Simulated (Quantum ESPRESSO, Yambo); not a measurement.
Levels of theory for the gap of CuI

CuI (space group P4/nmm, No. 129): one geometry, one set of norm-conserving PBEsol (Quantum ESPRESSO, 92 Ry, no spin-orbit coupling) orbitals, self-energies from Yambo (4×4×2 Γ-centred k mesh, bands 9 to 208 and a 8 Ry block in the screening, 208 bands in G with the Bruneval-Gonze terminator, plasmon pole fitted at 27.2 eV).

Cell and atoms were relaxed with PBE+D3(BJ) from Materials Project entry mp-22863, within its symmetry.

| level | gap Γ → Γ (eV) | rough Yambo cost |
|---|---|---|
| PBEsol (Quantum ESPRESSO) | 1.39 | – |
| exchange only (Hartree-Fock self-energy on PBEsol orbitals) | 10.20 | about 1/20 (12 states) |
| static COHSEX@PBEsol | 2.48 | about 1/2 (2 states) |
| G0W0@PBEsol, plasmon pole | 2.37 | 1 (12 states) |

Bare exchange has no screening and gives the widest gap; static COHSEX screens it but leaves out the frequency dependence, which G0W0 restores.

Costs are rough ratios of core time on shared machines.

Nearest settings tried, and what they do to the gap: 134 bands in W, 134 bands in G: +34 meV; 7 Ry block (221 vectors against 263): +0 meV; 2×2×2 mesh: -120 meV. So the settings aren't converged at that level.

Without spin-orbit coupling, band edges of such heavy elements can be off by tenths of an eV. The filled Cu 3d shell has no Hubbard U; semilocal functionals place it too high.

This is not the ordinary phase of the substance; no match was found in the copy of COD used, and its stability was not checked.
